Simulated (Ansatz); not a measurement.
BiF3-type NdMg3

Computed with Ansatz (plane waves, PAW, 420 eV cutoff): PBEsol, scalar-relativistic, collinear spin, 8×8×8 k-mesh, Gaussian smearing of 0.05 eV. The datasets are Ansatz's generated set soft_2.

```
CELL_PARAMETERS angstrom
0.00000 3.67820 3.67820
3.67820 0.00000 3.67820
3.67820 3.67820 0.00000
ATOMIC_POSITIONS crystal
Nd 0.00000 0.00000 0.00000
Mg 0.50000 0.50000 0.50000
Mg 0.25000 0.25000 0.25000
Mg 0.75000 0.75000 0.75000
```

The start was a prototype's sites filled with these elements; the Crystallography Open Database holds the compound in this structure.

Magnetic state: ferromagnetic, site spin moments Nd 3.39 μB.

The pressure at this geometry is 0.1 GPa.

Task: Which orbitals carry the states at the Fermi level, and how many states are there?

Result: Within 0.1 eV of it: Nd 4f 75 %, Nd 5d 20 % (shares among the projected shells). The Fermi level sits on a steep edge: the density of states is 4.2, 3.8 and 5.1 states/eV per cell at −0.1, 0 and +0.1 eV.

Density of states (tetrahedra, averaged over 0.5 eV; states/eV per cell of 4 atoms; energy in eV from the Fermi level; projections on Löwdin-orthogonalised atomic orbitals, summed over sites):

```tsv
E	total	Nd 4f up	Nd 5d up	Mg 3s	Nd 5d down	Nd 6s
-5.60	0.2	0.0	0.0	0.1	0.0	0.1
-5.10	0.5	0.0	0.0	0.3	0.0	0.2
-4.60	0.7	0.0	0.0	0.4	0.0	0.2
-4.10	1.0	0.0	0.1	0.6	0.1	0.2
-3.60	1.3	0.0	0.2	0.8	0.1	0.2
-3.10	1.0	0.0	0.1	0.6	0.1	0.1
-2.60	2.0	0.0	0.4	1.1	0.3	0.1
-2.10	2.2	0.0	0.6	1.0	0.5	0.1
-1.60	1.5	0.0	0.4	0.5	0.4	0.1
-1.10	1.7	0.1	0.5	0.3	0.4	0.2
-0.60	5.8	2.2	1.2	0.2	1.1	0.3
-0.10	7.3	5.6	0.5	0.1	0.4	0.1
0.40	7.7	5.6	0.6	0.1	0.6	0.3
0.90	1.7	0.2	0.5	0.1	0.3	0.2
1.40	4.0	0.1	1.0	0.2	0.7	0.5
1.90	9.8	0.0	1.5	0.3	0.9	0.4
```

Without a U the open 4f shell is pinned at the Fermi level, an artefact: in the real crystal it splits into occupied and empty levels away from it, and its large orbital moment is missing here. For elements this heavy, spin–orbit coupling would shift levels and gaps; it isn't included here. The run wasn't fully tested for a lower electronic state. The order of the orbitals lowers the symmetry, along an axis that is one of several equivalent ones. Site moments are of spin, integrated over atomic spheres. The run holds 0.6 f electrons more on Nd than the trivalent ion has, so it is between trivalent and divalent here. In such compounds it is trivalent as a rule, so this state is likely an artefact, and the extra f charge swells the ion. Only parallel moments were tried, so the real magnetic order may be another.

The state of the open shells isn't shown to be the lowest, and forces and pressures are less sure for it.
